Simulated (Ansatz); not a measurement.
## What moves the field gradients of WS2?

Cell of run 1: a COD entry, atoms as given.

Space group P6_3/mmc (No. 194); a = 3.1532, c = 12.3230 Å, γ = 120.00°.

```
site  Wyckoff  site symmetry       x       y       z
   W       2c           -6m2  0.3333  0.6667  0.2500
   S       4f            3m.  0.3333  0.6667  0.6225
```

One atom of each set is listed.

Relaxed positions (PBE, cell held):

W (0.3333, 0.6667, 0.2500)
S (0.3333, 0.6667, 0.6221)

All runs are DFT with Ansatz 0.2.0 (plane waves and PAW, scalar-relativistic unless spin–orbit coupling is named, Γ-centred meshes, Fermi–Dirac smearing where given) in this cell. Start moments of run 1 as typed (μB): 2 on each W, none on the rest.

Run 1: PBE, parallel start moments, atoms as given; 420 eV, 16×16×4 k-points, smearing 0.02 eV.
Run 2: r2SCAN, parallel start moments, at the relaxed atoms; 500 eV, 16×16×4 k-points, smearing 0.02 eV.
Run 3: PBE with spin–orbit coupling, parallel start moments, at the relaxed atoms; 420 eV, 16×16×4 k-points, smearing 0.02 eV.
Run 4: LDA, parallel start moments, at the relaxed atoms; 420 eV, 16×16×4 k-points, smearing 0.02 eV.
Run 5: PBEsol, parallel start moments, at the relaxed atoms; 420 eV, 16×16×4 k-points, smearing 0.02 eV.

```csv
run,W V_zz (η),S V_zz (η)
1,-17.26 (0.00),-4.41 (0.00)
2,-16.89 (0.00),-4.35 (0.00)
3,?,?
4,-17.22 (0.00),-4.34 (0.00)
5,-16.96 (0.00),-4.32 (0.00)
```

V_zz in 10²¹ V/m².

Q: Estimate the row of run 3.

A: W: -17.48 (0.00); S: -4.16 (0.00). It lies nearest to run 1, from whose tensors on these sites it differs by 0.24 at most (largest principal value of the difference, on S). Taken one at a time, the functional (between the two that differ most) moves the tensors on these sites by up to 0.37 (largest principal value of the change, on W), spin–orbit coupling by 0.24 (S).

In run 2 the program didn't check the stability of the electronic state in full, so a lower one may lie near. In runs 1, 2, 3, 4, 5 the start moments die out. In runs 2, 4, 5 the atoms aren't at the calculated equilibrium (largest force 0.27, 0.46, 0.26 eV/Å).
